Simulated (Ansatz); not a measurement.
# 5 guesses for Ba₄Er and where they end

Level of theory: Ansatz, DFT PBE, scalar-relativistic, plane waves, PAW, and for the lanthanide a 4f-in-core norm-conserving potential. All cells share a 770 eV cutoff and Γ-centred k meshes spaced about 0.3 Å⁻¹ or finer (0.25 for metals, 2π included). No spin polarisation in the final relaxations.

Each guess was relaxed in cell and atoms at zero pressure, within the symmetry of its start. All energies are static (0 K, no zero-point motion). Coordination counts all near atoms (those within 1.25 times the shortest distance at each site; a plus sign parts nearer from farther groups; a slash parts the counts of unlike sites).

```csv
guess,made from,start group,V start (Å³/atom),end group,V end (Å³/atom),coordination at the end,gap on mesh (eV),E over the lowest end (meV/atom)
1,random cell,P4mm,38.3,P4/mmm,61.4,"Ba 8, Er 10",0,131
2,GeF4 type,I-43m,43.4,Im-3m,64.3,"Ba 2+6, Er 8",0,181
3,random cell,I4/mmm,35.1,I4/mmm,56.9,"Ba 2+8, Er 8+2",0,0
4,random cell,R3m,38.5,?,?,?,?,?
5,random cell,Pm-3m,35.0,Pm-3m,61.6,"Ba 2/12+8, Er 6",0,166
```

Guess 4 as it starts:

```cif
data_structure
_symmetry_space_group_name_H-M 'P 1'
_symmetry_Int_Tables_number 1
_cell_length_a 5.8746
_cell_length_b 5.8746
_cell_length_c 5.8746
_cell_angle_alpha 78.874
_cell_angle_beta 78.874
_cell_angle_gamma 78.874
_cell_volume 192.62
loop_
_atom_site_label
_atom_site_type_symbol
_atom_site_fract_x
_atom_site_fract_y
_atom_site_fract_z
_atom_site_occupancy
Ba1 Ba 0.52436 0.86895 0.52436 1
Ba2 Ba 0.52436 0.52436 0.86895 1
Ba3 Ba 0.86895 0.52436 0.52436 1
Ba4 Ba 0.19481 0.19481 0.19481 1
Er1 Er 0.98284 0.98284 0.98284 1
```

Question: Predict the end of this guess and its energy over the lowest end.

Answer: It ends in space group R3m (No. 160), with a = 8.120 Å, c = 14.948 Å, 56.9 Å³/atom and no gap. It lies 57 meV/atom over the lowest end, above guess 3 and below guess 1. Counting all near atoms, this end has Ba 1+9/10, Er 4+6 and the lowest (guess 3) has Ba 2+8, Er 8+2.

```cif
data_structure
_symmetry_space_group_name_H-M 'R3m:H'
_symmetry_Int_Tables_number 160
_cell_length_a 8.1197
_cell_length_b 8.1197
_cell_length_c 14.9475
_cell_angle_alpha 90.000
_cell_angle_beta 90.000
_cell_angle_gamma 120.000
_cell_volume 853.46
loop_
_atom_site_label
_atom_site_type_symbol
_atom_site_symmetry_multiplicity
_atom_site_Wyckoff_symbol
_atom_site_fract_x
_atom_site_fract_y
_atom_site_fract_z
_atom_site_occupancy
Ba1 Ba 9 b 0.50239 0.49761 0.02054 1
Ba2 Ba 3 a 0.33333 0.66667 0.80356 1
Er1 Er 3 a 0.33333 0.66667 0.56347 1
```

Energies over the elements count from the elements' standard structures at the same level, with no fitted energy shifts.

Question: Is the lowest end bound against the elements?

Answer: No: its formation energy is +0.29 eV/atom. It can't be a ground state, since the elements alone are lower.

For metals, differences of a few meV/atom aren't resolved. With atoms moved at random, I4/mmm (by 132 meV/atom) fell into a lower structure. Without a clear test, and held by symmetry: R3m, P4/mmm, Pm-3m and Im-3m. A lower structure may well exist outside this small set. Some candidate types were left out of the draw beforehand, so a known form may be missing.

The lanthanide is trivalent by construction, without f bands, f moments or other valences. The reference runs of the other elements, and any phases without the lanthanide, used 420 eV, which shifts energies against them by under 10 meV/atom. The lanthanide's reference is the lowest of its hcp, dhcp and fcc cells.
